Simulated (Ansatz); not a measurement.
**Moving the share of exact exchange in SnO**

```
Sn O
1.0
     3.13193    0.00000    0.00000
     0.00000    3.13193    0.00000
     0.00000    0.00000    3.13193
Sn O
1 1
Cartesian
  0.0000 0.0000 0.0000
  1.5660 1.5660 1.5660
```

The cell comes from a database or a generator and needn't be the stable form of this composition.

Kept alike: task single point; functional HSE06 form with a typed share of exact exchange; k mesh 5 × 5 × 5; occupations fermi-dirac, width 0.05 eV; no spin polarisation. Program: Ansatz, Ansatz PAW, cutoff 420 eV. Screening held at 0.2 Å⁻¹. The mesh is that of the run's cell of 2 atoms. No spin-orbit coupling.

```csv
"share of exact exchange, α",pressure (GPa)
0.05,-0.66
0.1,-1.48
0.15,-2.27
0.2,-3.05
0.25,-3.81
0.3,-4.55
0.4,?
0.5,-7.30
```

The k mesh is coarse, so the values aren't converged. Pressure is positive in compression, with a Pulay correction for the finite cutoff. The exact exchange is short-ranged, of HSE form. All rows use potentials made for PBE. The mesh is thin for exact exchange.

Fit the rows shown and predict the run at 0.4.

A least-squares parabola through the rows shown is pressure = 3.963 α² - 16.937 α + 0.177 (largest miss 0.004); at α = 0.4 it gives -5.96 GPa. The run gave: pressure -5.96 GPa.
